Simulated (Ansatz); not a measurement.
YN (rock salt, Fm-3m), DFT-PBE in the program Ansatz with PAW potentials. The conduction-band minimum lies at X, with 3 equivalent valleys. Second derivatives d²E/dk² of the lowest band at one valley (eV·Å²), along Cartesian directions:

```
direction  d²E/dk²
---------  -------
[100]        5.902
[010]        69.39
[001]        69.39
[110]        37.70
[101]        37.70
[011]        69.35
```

Q: Find the principal effective masses, the density-of-states mass and the conductivity mass.

A: Off-diagonal terms follow from H_xy = H[110] − (H_xx + H_yy)/2, and m*/mₑ = 7.620 eV·Å² over each eigenvalue: 0.11, 0.11, 1.3. One valley's DOS mass (m₁m₂m₃)^(1/3) = 0.25, conductivity mass 3/(Σ 1/mᵢ) = 0.16 mₑ.

Q: What effective density of states Nc follows at 300 K for parabolic valleys?

A: Nc = 2.509e19 × 3 × (0.25)^(3/2) ≈ 9.4e18 cm⁻³.

Symmetry was held in the PBE relaxation. The run is not spin-polarised. Spin–orbit coupling is left out wherever it is not named.

Potentials: the earlier of the program's two PAW sets.

Edges and masses are those of Kohn–Sham bands, whose gap is no quasiparticle gap.
